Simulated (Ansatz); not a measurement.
CoMo:
```
CELL_PARAMETERS angstrom
      2.62298     0.00000     0.00000
      0.00000     2.62298     0.00000
      0.00000     0.00000     3.67991
ATOMIC_POSITIONS crystal
  Co 0.00000 0.00000 0.00000
  Mo 0.50000 0.50000 0.50000
```

Relaxed with r²SCAN.

Problem. Map the valence electron density (e/Å³), cut off at 6 on the plane through (0.000, 0.000, 0.000) spanned by u = [1, 0, 0] and v = [0, 1, 1] in lattice vectors, from plane-wave PAW r²SCAN (Ansatz code).

Solution. x is the fraction of u, y of v (the angle between them is 90°; rows are the nearest grid lines); atoms in the plane: Co at (0.00, 0.00), Mo at (0.50, 0.50).
```
|@@@@-       -@@@@|
|@@@@:       :@@@@|
|@@@=.       .=@@@|
|*+-.         .-+*|
|..             ..|
|                 |
|                 |
|       ...       |
|     .:-=-:.     |
|    :=*#%#*=:    |
|   .-*@@@@@*-.   |
|   :+%@@@@@%+:   |
|   :+%@@@@@%+:   |
|   .-*@@@@@*-.   |
|    :=*#%#*=:    |
|     .:-=-:.     |
|       ...       |
|                 |
|                 |
|..             ..|
|*+-.         .-+*|
|@@@=.       .=@@@|
|@@@@:       :@@@@|
|@@@@-       -@@@@|
```
Scale: ten equal steps from 0.285 (start of ' ') to 6.00 (end of '@'), in the order ' .:-=+*#%@'; x runs from 0.000 to 1.00, y from 0.000 (bottom) to 1.00 (top).

The density is the valence pseudo-density with augmentation charge, so density and ELF within about 1 Å of a nucleus are not all-electron values.

Space group P4/mmm (L1₀ or tetragonal B2). The start of the workflow was typed in or built on a structure type; neither database checked (COD, Materials Project) lists it. Whether it is the stable phase at ambient conditions was not checked. The cell was relaxed with r²SCAN under the symmetry of its start; whether a distortion lowers the energy is not shown. The workflow began spin-polarised and lost its moments. Its formation energy is positive at this level, so the cell may be metastable or incomplete.

Potentials: the earlier of the program's two PAW sets.
